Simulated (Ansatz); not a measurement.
Data:

ZnO2:
```xyz
12
Lattice="4.8689 0.0000 0.0000 0.0000 4.8689 0.0000 0.0000 0.0000 4.8689" Properties=species:S:1:pos:R:3 pbc="T T T"
Zn     0.0000     2.4345     2.4345
Zn     2.4345     2.4345     0.0000
Zn     2.4345     0.0000     2.4345
Zn     0.0000     0.0000     0.0000
O      2.0083     0.4261     4.4428
O      2.8606     4.4428     0.4261
O      0.4261     4.4428     2.0083
O      4.4428     0.4261     2.8606
O      4.4428     2.0083     0.4261
O      0.4261     2.8606     4.4428
O      2.8606     2.8606     2.8606
O      2.0083     2.0083     2.0083
```

This is the PBEsol-relaxed structure.

Question: All from PBEsol in the plane-wave PAW code Ansatz, unless another level is named. Estimate the static dielectric constant ε0 (ions relaxed, cell fixed).

Answer: 10.6.

Question: And the electronic dielectric constant ε∞ (DFPT)?

Answer: 4.24.

Question: Give the Born charges (a third of the trace).

Answer: Zn +2.35, O -1.17 e.

Space group Pa-3. The workflow started from a Materials Project entry (that database holds measured and hypothetical structures alike); the Crystallography Open Database copy checked does not list it. Its standing as an ambient phase is unchecked. The cell was relaxed with PBEsol under the symmetry of its start; whether a distortion lowers the energy is not shown.

Potentials: the later of the program's two PAW sets.
